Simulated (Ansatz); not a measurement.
**In4Sb3As (ordering on zincblende): the band gap by level of theory**

All numbers come from the PAW code Ansatz. Simulation only: non-magnetic, and no claim that this is the phase found in nature.

Structure: In4Sb3As, ordered on the zincblende lattice (P-43m) with 8 atoms a cell, at its r2SCAN minimum. The symmetry is P-43m (No. 215, cubic); a = 6.448 Å in the conventional setting, 33.52 Å³ an atom. Around As lie 4 In at 2.70 Å; around In lie 1 As at 2.70 Å and 3 Sb at 2.83 Å; around Sb lie 4 In at 2.83 Å.

```xyz
8
Lattice="6.4484 0.0000 0.0000 0.0000 6.4484 0.0000 0.0000 0.0000 6.4484" Properties=species:S:1:pos:R:3 pbc="T T T"
As    0.0000    0.0000    0.0000
In    4.8919    4.8919    4.8919
Sb    3.2242    3.2242    0.0000
In    1.5565    1.5565    4.8919
Sb    3.2242    0.0000    3.2242
In    1.5565    4.8919    1.5565
Sb    0.0000    3.2242    3.2242
In    4.8919    1.5565    1.5565
```

Relaxed lattice by functional, symmetry kept:
```tsv
functional	k mesh	a (Å)	volume (Å³/atom)
PBE	4×4×4	6.527	34.75
r2SCAN	4×4×4	6.448	33.52
```

On this one geometry the levels give:
```
  level  k mesh             gap (eV)  kind  edges  least direct gap (eV)       rough cost
    PBE   4×4×4                    0     –      –                      –  60 core-seconds
PBE+SOC   4×4×4  none (overlap 0.18)     –      –                      –   3 core-minutes
 r2SCAN   4×4×4                    0     –      –                      –  30 core-seconds
```
All runs use a smearing of 0.02 eV.
Wave cutoffs: 420 eV, 500 eV (r2SCAN). Run but not listed, since they were read on a mesh alone, on too coarse a mesh, or into states of the vacuum: HSE06.
Costs come from shared machines and give only the order; PBE's includes the band path. The runs had 4 threads of Arm Neoverse V2 (shared host).

r2SCAN gives a gap of zero: filled and empty bands touch at Γ. With PBE+SOC the bands overlap by 0.18 eV (counted from 1, band 112 peaks at Γ and band 113 bottoms out at R): no gap. With so small a gap spin-orbit coupling can invert the bands, which the size of the gap doesn't show: the edges may have crossed and parted again.

No level opens a gap, but no hybrid is among them, and semilocal functionals can close a real gap.

Only the levels marked +SOC include spin-orbit coupling.

Where bands overlap the cell is a metal at that level, and these k meshes limit energies, forces and stress. Overlaps of a few tenths of an eV in semilocal functionals can be an artefact that a hybrid or GW lifts.
